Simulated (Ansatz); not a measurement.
Mg3ZnO4:
Space group P4/mmm (No. 123); a = b = 2.991 Å, c = 8.450 Å, α = β = γ = 90.00°

```json
[
 {"atom": "Mg", "site": "2h", "symmetry": "4mm", "x": "0.5000", "y": "0.5000", "z": "0.2489"},
 {"atom": "Mg", "site": "1b", "symmetry": "4/mmm", "x": "0.0000", "y": "0.0000", "z": "0.5000"},
 {"atom": "Zn", "site": "1a", "symmetry": "4/mmm", "x": "0.0000", "y": "0.0000", "z": "0.0000"},
 {"atom": "O", "site": "2g", "symmetry": "4mm", "x": "0.0000", "y": "0.0000", "z": "0.2520"},
 {"atom": "O", "site": "1c", "symmetry": "4/mmm", "x": "0.5000", "y": "0.5000", "z": "0.0000"},
 {"atom": "O", "site": "1d", "symmetry": "4/mmm", "x": "0.5000", "y": "0.5000", "z": "0.5000"}
]
```

Relaxed with PBEsol. DFT-PBEsol in the program Ansatz with PAW potentials gives a gap of 2.57 eV.

Q: What gap does HSE06 give on the same cell (Ansatz, PAW)?

A: 4.51 eV, 1.94 eV more. The hybrid was solved on a coarser mesh and at special points; its gap is the smallest among all of these.

```tsv
k	v1 PBEsol	c1 PBEsol	v1 HSE06	c1 HSE06
Γ	-0.95	2.57	-0.82	4.51
Z	-1.01	3.39	-0.91	5.30
M	-2.25	5.35	(withheld)	(withheld)
A	-2.12	5.55	(withheld)	(withheld)
R	0.00	6.43	(withheld)	(withheld)
X	0.00	6.11	(withheld)	(withheld)
```

Q: Top valence (v1) and lowest conduction level (c1) in eV from each method's valence maximum (which need not be a listed point): supply the withheld HSE06 values.

A: 
- A, v1 HSE06: -2.16
- A, c1 HSE06: 7.84
- X, v1 HSE06: 0.00
- X, c1 HSE06: 8.16
- M, v1 HSE06: -2.22
- M, c1 HSE06: 7.63
- R, v1 HSE06: 0.00
- R, c1 HSE06: 8.49

Cost on shared cores: the PBEsol run (SCF on a 9×9×4 mesh, then bands and DOS) about 80 core-seconds (a rough figure), the HSE06 run (SCF on 6×6×2, then a few points) about 4 core-minutes (a rough figure); the tasks are unlike.

The workflow started from a Materials Project entry (that database holds measured and hypothetical structures alike); the Crystallography Open Database copy checked does not list it. With Mg and Zn taken as one species the cell has the higher symmetry Fm-3m, so it may be an ordered model of a mixed-site phase. Whether it is the stable phase at ambient conditions was not checked. Symmetry was held in the PBEsol relaxation; of distortions, only those at the zone centre were tested.

Potentials: the later of the program's two PAW sets.
